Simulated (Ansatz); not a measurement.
Relaxed-ion elastic tensor of Sb in space group Pm-3m (No. 221; Sb on 1b) in GPa (Voigt order), the program Ansatz at the r²SCAN level (PAW); density 6.88 g/cm³, 29.39 Å³ per atom.

```
 137  21.3  21.3   0.0   0.0   0.0
21.3   137  21.3   0.0   0.0   0.0
21.3  21.3   137   0.0   0.0   0.0
 0.0   0.0   0.0  15.6   0.0   0.0
 0.0   0.0   0.0   0.0  15.6   0.0
 0.0   0.0   0.0   0.0   0.0  15.6
```

Problem. Is the crystal mechanically stable?

Solution. Yes: the smallest eigenvalue of C is 15.6 GPa.

Problem. Work out the Voigt, Reuss and Hill averages.

Solution. K_V = 59.9, K_R = 59.9, K_H = 59.9; G_V = 32.5, G_R = 22.0, G_H = 27.3 GPa.

Problem. Give Young's modulus, Poisson's ratio, Pugh's ratio and the universal anisotropy index.

Solution. E = 9KG/(3K + G) = 71.0 GPa; ν = 0.30; K/G = 2.20 (ductile by the Pugh limit of 1.75); A_U = 5G_V/G_R + K_V/K_R − 6 = 2.37.

Problem. Estimate the sound speeds and the Debye temperature.

Solution. v_l = √((K + 4G/3)/ρ) = 3740 m/s, v_t = √(G/ρ) = 1990 m/s, mean 2220 m/s; Θ = (h/k)(3n/4πV)^(1/3) v_m = 215 K.

Problem. Give the Zener ratio and Young's modulus along [100], [110] and [111].

Solution. A = 2C44/(C11 − C12) = 0.27; 1/E = S11 − 2(S11 − S12 − S44/2)Γ with Γ = 0, 1/4, 1/3 gives 131, 51.8, 43.1 GPa.

Problem. Solve the Christoffel equation for the three sound speeds along [100], [110], [111].

Solution. Eigenvalues of C_ijkl n_j n_l equal ρv². In km/s, slowest first: [100] 1.51, 1.51, 4.46; [110] 1.51, 2.90, 3.71; [111] 2.52, 2.52, 3.42.

The first step of the workflow began from a Materials Project structure, measured or hypothetical; the Crystallography Open Database files this formula in space group No. 221, but the cells were not matched. It is not the phase usual at ambient conditions (space group No. 166). The r²SCAN relaxation kept the symmetry of its start; whether a distortion lowers the energy is not shown. As this level gives no gap, shear constants depend on the k-mesh and smearing (Fermi–Dirac, 0.1 eV here). Scalar-relativistic: spin–orbit coupling is off unless named, which matters more the heavier the elements.

Potentials: the later of the program's two PAW sets.
